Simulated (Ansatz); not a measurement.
Si (diamond), relaxed and computed with several functionals in Ansatz (plane waves, PAW).

| functional | a (Å) | gap (eV) |
|---|---|---|
| PBE+D3(BJ) | (withheld) | (withheld) |
| PBE | 5.470 | 0.61 |
| LDA | 5.402 | 0.44 |
| r²SCAN+D4 | 5.429 | 0.76 |
| r²SCAN | 5.444 | 0.77 |

Q: Complete the blanks.

A: 
- PBE+D3(BJ), a (Å): 5.421
- PBE+D3(BJ), gap (eV): 0.56

All cells were relaxed under the symmetry of their starts (and spin orders); stability against distortions was not tested throughout.

Potentials: the earlier of the program's two PAW sets. The files were generated under PBE; for other functionals the program regenerates the frozen cores, and for LDA and PBEsol the local potential too.

Ansatz (an electronic-structure program) is a plane-wave DFT program.
